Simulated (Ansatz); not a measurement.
# HfO2 with Ta replacing Hf: gradients before and after relaxing the atoms

Start: a supercell of HfO2 (fluorite type, Fm-3m) built from an entry of the Crystallography Open Database (COD), with all atoms left at the host's positions.

Space group Fm-3m (No. 225); a = 10.2300 Å.

```
site  Wyckoff  site symmetry       x       y       z
  Ta       4a           m-3m  0.0000  0.0000  0.0000
 Hf2      24d           m.mm  0.2500  0.2500  0.0000
 Hf8       4b           m-3m  0.5000  0.5000  0.5000
  O9      32f            .3m  0.1250  0.1250  0.1250
 O12      32f            .3m  0.6250  0.3750  0.3750
```

One atom of each set is listed; the run and its k-mesh use a cell of 24 atoms with edges of 7.23, 7.23, 7.23 Å.

All values are calculated (Ansatz; DFT, PBE, plane waves and PAW, scalar-relativistic, 420 eV cutoff, Γ-centred 3×3×3 k-points, Fermi–Dirac smearing 0.01 eV, cell charge +1), not measured.

The largest force at the start is 1.4 eV/Å. Relaxing the ions at fixed cell moves them by 0.068 Å at most (atom 10, O) and 0.042 Å rms. End positions:

Ta (0.0000, 0.0000, 0.0000)
Hf2 (0.2500, 0.2500, 0.0000)
Hf8 (0.5000, 0.5000, 0.5000)
O9 (0.1211, 0.1211, 0.1211)
O12 (0.6265, 0.3735, 0.3735)

| site | moved (Å) | first shell before | first shell after | V_zz before (10²¹ V/m²) | η before |
| --- | --- | --- | --- | --- | --- |
| Ta | 0.000 | 8 O at 2.21 Å | 8 O at 2.15 Å | 0.00 | – |
| Hf2 | 0.000 | 8 O at 2.21 Å | 8 O at 2.21–2.24 Å | -3.41 | 0.93 |
| O9 | 0.068 | 1 Ta at 2.21 Å, 3 Hf at 2.21 Å | 1 Ta at 2.15 Å, 3 Hf at 2.24 Å | 2.45 | 0.00 |
| O12 | 0.026 | 4 Hf at 2.21 Å | 4 Hf at 2.21–2.24 Å | 0.20 | 0.00 |

**Question.** What are V_zz and η after the relaxation?

**Answer.** 

```
site  V_zz after  η after  change of V_zz
  Ta        0.00        –            0.00
 Hf2       -4.78     0.32           -1.37
  O9        1.81     0.00           -0.64
 O12        0.71     0.00           +0.51
```

The largest change of V_zz is on Hf2, from -3.41 to -4.78. In per cent, |V_zz| changes by +40 on Hf, -26 on O (all sites that start above 0.5). Where |V_zz| stays above 0.1, η moves most on Hf2, from 0.93 to 0.32. Other sites without a gradient aren't listed.

The defect repeats with the cell of 24 atoms, so it feels its images: sites between two images don't show the values beside a lone defect, and zeros or small values of η there can come from the images' arrangement. This high-symmetry form of HfO2 is unstable when cold, to shifts of the oxygen columns, towards the tetragonal form. The symmetry of the cell holds that distortion back, wholly or in part, and it would change the field gradients, the more the larger the distortion. A uniform background compensates the cell's charge. Without spin–orbit coupling the gradients at and beside Hf and Ta can be off by some per cent, at some sites by more.
Before: The neighbours have not yet relaxed around the defect (largest force 1.4 eV/Å), so a real crystal will differ.
After: The relaxation keeps the site symmetry m-3m of the start, so the impurity can't leave its site; a start off the site could end lower.
